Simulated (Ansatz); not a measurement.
Nb5Si3:
Space group I4/mcm (No. 140); a = 6.5865 Å, b = 6.5865 Å, c = 11.8792 Å, α = 90.00°, β = 90.00°, γ = 90.00°

| atom | site | symmetry | x | y | z |
|---|---|---|---|---|---|
| Nb | 16l | ..m | 0.3335 | 0.1665 | 0.1487 |
| Nb | 4c | 4/m.. | 0.0000 | 0.0000 | 0.0000 |
| Si | 8h | m.2m | 0.1286 | 0.3714 | 0.0000 |
| Si | 4a | 422 | 0.0000 | 0.0000 | 0.2500 |
(The calculation used a cell of 16 atoms; values per cell refer to that cell.)

Relaxed at zero pressure with r²SCAN in the plane-wave PAW code Ansatz.

Question: The volume is raised by 6 % and shape and atoms relax at that volume. What pressure results, and how do the axes share the change?

Answer: -10.5 GPa; a 1.9 %, b 1.9 %, c 2.1 %; the energy rises by 33 meV/atom.

Question: Give the new structure.

Answer: 
Space group I4/mcm (No. 140); a = 6.711 Å, b = 6.711 Å, c = 12.130 Å, α = 90.00°, β = 90.00°, γ = 90.00°

| atom | site | symmetry | x | y | z |
|---|---|---|---|---|---|
| Nb | 16l | ..m | 0.3330 | 0.1670 | 0.1479 |
| Nb | 4c | 4/m.. | 0.0000 | 0.0000 | 0.0000 |
| Si | 8h | m.2m | 0.1285 | 0.3715 | 0.0000 |
| Si | 4a | 422 | 0.0000 | 0.0000 | 0.2500 |

The phase is kept; no other phase was compared at this pressure.

The first step of the workflow began from a Materials Project structure, measured or hypothetical; the Crystallography Open Database files this formula in space group No. 140, but the cells were not matched. Whether it is the stable phase at ambient conditions was not checked. The cell was relaxed with r²SCAN under the symmetry of its start; its stability against distortions is not shown here. No spin polarisation was allowed.

Potentials: the later of the program's two PAW sets.
